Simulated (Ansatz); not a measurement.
# TaRh$_{3}$: frozen-core PAW against all-electron methods

```yaml
crystal:
  lattice:
    - [3.86978, 0.00000, 0.00000]
    - [0.00000, 3.86978, 0.00000]
    - [0.00000, 0.00000, 3.86978]
  atoms:
    - { symbol: Ta, position: [0.00000, 0.00000, 0.00000] }
    - { symbol: Rh, position: [0.00000, 0.50000, 0.50000] }
    - { symbol: Rh, position: [0.50000, 0.50000, 0.00000] }
    - { symbol: Rh, position: [0.50000, 0.00000, 0.50000] }
```

Atoms are numbered in the order listed.

Structure from Materials Project entry mp-1020 (possibly hypothetical), not relaxed further.

No spin–orbit coupling, which matters for the heavy atoms here.

Levels of theory: DFT, PBEsol, PAW with Ansatz's default frozen-core files, scalar-relativistic (Ansatz 0.2.0); DFT, PBEsol, all-electron PAW with datasets made for the crystal, scalar-relativistic (Ansatz 0.2.0); DFT, PBEsol, all-electron LAPW, scalar-relativistic (Ansatz 0.2.0).

For PAW: a Γ-centred 9×9×9 k mesh, Fermi–Dirac smearing of 0.05 eV, cutoff 420 eV, no spin polarisation; the PAW files were made with PBE, and the program remakes their frozen cores for this functional. The crystal-made all-electron datasets (AE datasets) take a cutoff of 260 eV at this cell. LAPW targets a basis error of 0.5 meV/atom. The Ansatz runs share mesh, smearing and spin set-up. Plane-wave (PAW) pressures include the program's estimate of the Pulay term.

Stress and pressure are positive in compression.

Spin–orbit coupling is left out, which moves gradients at and beside heavy atoms by some per cent and at worst by a factor of two.

In a metal, gradients converge slowly with the k mesh: the values move by tens of per cent from one mesh to another, at times in sign, so only the comparison on one mesh counts.

Levels count from the Fermi level.

```tsv
quantity	PAW	AE datasets	LAPW
pressure (GPa)	-5.16	-5.02	-5.02
highest filled level at X (eV)	-0.195	-0.195	-0.195
lowest empty level at X (eV)	0.763	0.763	0.763
highest filled level at M (eV)	-0.973	-0.975	-0.975
lowest empty level at M (eV)	1.408	1.408	1.408
highest filled level at Γ (eV)	-0.510	-0.509	-0.509
lowest empty level at Γ (eV)	0.466	0.469	0.468
field gradient Vzz at Rh2 (10²¹ V/m²)	-2.77	-2.73	–
```

PAW's pressure differs from the LAPW value by -0.14 GPa.
